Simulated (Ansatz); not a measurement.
## Calculated coordination and 59Co quadrupole coupling for Co2Si at a changed volume

Cell: an entry of the Crystallography Open Database (COD), relaxed with PBE at fixed cell and then changed (volume scaled by 0.98, ions relaxed).

Space group Pnma (No. 62); a = 4.8850, b = 3.7129, c = 7.0613 Å.

```csv
site,Wyckoff,site symmetry,x,y,z
Co1,4c,.m.,0.9635,0.7500,0.2174
Co5,4c,.m.,0.8266,0.7500,0.5644
Si,4c,.m.,0.2973,0.7500,0.6060
```

One atom of each set is listed.

Method: Kohn–Sham DFT in Ansatz, PBE, plane waves and PAW, scalar-relativistic, collinear spin, 420 eV cutoff, Γ-centred 9×12×6 k-points, Fermi–Dirac smearing 0.05 eV. Start moments as typed (μB): 3 on each Co, none on the rest.

Q(59Co) = 420.0 mb.

**Question.** Rank these Co sites by |C_Q|, smallest first.
A. Co5: 5 Si at 2.29–2.60 Å, 8 Co at 2.54–2.67 Å
B. Co1: 5 Si at 2.33–2.57 Å, 8 Co at 2.49–2.67 Å

**Answer.** B (12.4 MHz, η = 0.31), A (14.7 MHz, η = 0.74).

The run finds no gap above 0.1 eV (a metal, or nearly one), so the gradients can move by 10 % or more with the k-mesh. With these PAW files V_zz is typically within 2 to 3 % of all-electron values, but misses above 10 % occur on Co. The run lost most of its start moments on Co; a state with other moments may lie lower. The magnetic order is the one that the run reached from its start moments, not necessarily the measured one (the real compound may not order at all).
